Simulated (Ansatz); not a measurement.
**Property card for Li$_{2}$H$_{6}$Pt**

Li2H6Pt:
```xyz
9
Lattice="0.0000 3.3456 3.3456 3.3456 0.0000 3.3456 3.3456 3.3456 0.0000" Properties=species:S:1:pos:R:3 pbc="T T T"
Li     5.0184     5.0184     5.0184
Li     1.6728     1.6728     1.6728
H      3.3456     3.3456     5.0612
H      3.3456     3.3456     1.6300
H      5.0612     3.3456     3.3456
H      1.6300     3.3456     3.3456
H      3.3456     5.0612     3.3456
H      3.3456     1.6300     3.3456
Pt     0.0000     0.0000     0.0000
```

Space group Fm-3m (No. 225); conventional cell a = b = c = 6.691 Å, α = β = γ = 90.00°.

Method: r²SCAN in the plane-wave PAW code Ansatz. Geometry: relaxed at this level of theory. Other levels are named where they apply.

**Cell and energy**

```
Property                                                       Value
-----------------------------------------------------  -------------
Volume per atom                                              8.32 Å³
Density                                                   4.77 g/cm³
Formation energy from the elements (no fitted shifts)  -0.42 eV/atom
```

**Electronic structure**

```
Property                                                                           Result
------------------------------------------------  ---------------------------------------
Band gap                                                               3.33 eV (indirect)
Valence-band maximum                              on the K–Γ line, 50 % of the way from K
Conduction-band minimum                                       at X (3 equivalent valleys)
Smallest direct gap on the standard path                                          4.92 eV
Electron effective mass                            0.32, 0.32, 0.64 mₑ (principal values)
Electron effective mass with spin–orbit coupling   0.33, 0.33, 0.65 mₑ (principal values)
Hole effective mass                                 0.35, 0.71, 2.4 mₑ (principal values)
Hole effective mass with spin–orbit coupling        0.51, 0.51, 5.9 mₑ (principal values)
HSE06 gap on the r²SCAN cell                                                      3.90 eV
Gap with spin–orbit coupling                                                      3.28 eV
```

**Mechanics**

```
Item                                  Result
----------------------------------  --------
Bulk modulus (Birch–Murnaghan fit)  33.1 GPa
Pressure derivative B′                   4.4
```

**Charges**

```
Quantity                               Value
-------------  -----------------------------
Bader charges  Li +0.91, H -0.28, Pt -0.17 e
```

The first step of the workflow began from a Materials Project structure, measured or hypothetical; the Crystallography Open Database copy checked does not list it. Its standing as an ambient phase is unchecked. Symmetry was held in the r²SCAN relaxation; whether a distortion lowers the energy is not shown. No spin polarisation was allowed. The references are the lowest solids computed at this level, not always the standard phases (solids in place of the gases). Spin–orbit coupling is left out wherever it is not named.

Potentials: the later of the program's two PAW sets.
